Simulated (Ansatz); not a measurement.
CdPS3:
```xyz
10
Lattice="3.0555 5.2934 0.0000 -3.0555 5.2934 0.0000 -1.9948 0.0000 6.4080" Properties=species:S:1:pos:R:3 pbc="T T T"
Cd     0.0000     7.0698     0.0000
Cd     0.0000     3.5170     0.0000
P     -3.0574     5.2934     1.1149
P      1.0626     5.2934     5.2932
S     -2.0879     3.6073     1.6846
S      0.0932     6.9795     4.7235
S      0.0932     3.6073     4.7235
S     -2.0879     6.9795     1.6846
S     -3.0952     5.2934     4.7475
S      1.1005     5.2934     1.6605
```

Relaxed with LDA. Special points in fractions of this cell's reciprocal vectors: Γ (0.000, 0.000, 0.000); Y (0.500, 0.500, 0.000); M (0.500, 0.500, 0.500); A (0.000, 0.000, 0.500); L2 (0.000, 0.500, 0.500); V2 (0.000, 0.500, 0.000).

### Question
List the band energies nearest the valence-band maximum at these points for plane-wave PAW LDA (Ansatz code).

### Answer
In eV from the valence-band maximum; about four levels below and three above (degenerate sets whole), none deeper than 8.9 eV; points with the same levels are listed once.

| k | below | above |
|---|---|---|
| Γ | -1.24 -1.13 -0.61 -0.55 | 1.71 3.03 3.22 |
| Y | -1.21 -1.06 -0.36 -0.07 | 2.27 2.81 3.09 |
| M | -1.54 -0.95 -0.63 -0.43 | 2.81 2.93 3.29 |
| A | -1.30 -1.21 -0.48 -0.48 | 2.34 2.72 3.36 |
| L2 | -1.36 -1.07 -0.30 -0.23 | 2.40 2.72 3.13 |
| V2 | -1.20 -1.08 -0.80 -0.32 | 2.70 2.82 3.19 |

Space group C2/m. The first step of the workflow began from a Materials Project structure, measured or hypothetical; the Crystallography Open Database copy checked does not list it. COD files the formula under space group No. 146, so this cell is another polymorph or a model. Its standing as an ambient phase is unchecked. Symmetry was held in the LDA relaxation; whether a distortion lowers the energy is not shown. A crystal of weakly bound layers computed without a dispersion correction: the cell and the soft elastic constants depend strongly on that. Spin–orbit coupling is left out wherever it is not named.

Potentials: the later of the program's two PAW sets.
